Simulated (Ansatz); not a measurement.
La₂O₃ (A-La2O3 type, space group P-3m1)

```yaml
crystal:
  lattice:
    - [3.94027, 0.00000, 0.00000]
    - [-1.97014, 3.41238, 0.00000]
    - [0.00000, 0.00000, 6.18799]
  atoms:
    - { symbol: La, position: [0.33333, 0.66667, 0.24739] }
    - { symbol: La, position: [0.66667, 0.33333, 0.75261] }
    - { symbol: O, position: [0.00000, 0.00000, 0.00000] }
    - { symbol: O, position: [0.33333, 0.66667, 0.64528] }
    - { symbol: O, position: [0.66667, 0.33333, 0.35472] }
```

This relaxed cell (volume V₀) is scaled evenly in all directions, its shape held. The atoms relax within the cell's symmetry.

These are PBE (plane waves to 420 eV, PAW, scalar-relativistic; Ansatz, a quantum-chemistry and plane-wave program) values and carry that method's errors. k mesh 10×10×6 (Γ-centred), Fermi-Dirac smearing 0.05 eV. The energy includes the smearing's −TS. Stress and pressure are positive under compression. La2O3 is run without spin polarisation. La2O3 was relaxed with its symmetry unable to fall. The zero of ΔE is the relaxed starting cell.

```csv
V/V₀,ΔE (meV/atom),P (GPa)
0.840,215.2,30.2
0.880,[?],[?]
0.920,45.9,11.9
0.960,10.6,5.3
1.000,0.0,0.0
1.040,9.1,-4.3
1.080,34.1,-7.7
1.120,[?],-10.4
1.160,[?],-12.5
```

**Question.** Complete the blanks.

**Answer.** 
- 0.880, ΔE (meV/atom): 111.6
- 0.880, P (GPa): 20.0
- 1.120, ΔE (meV/atom): 71.8
- 1.160, ΔE (meV/atom): 119.4

(Under strain, the slope of the energy per volume gives the stress and its curvature an elastic modulus.)
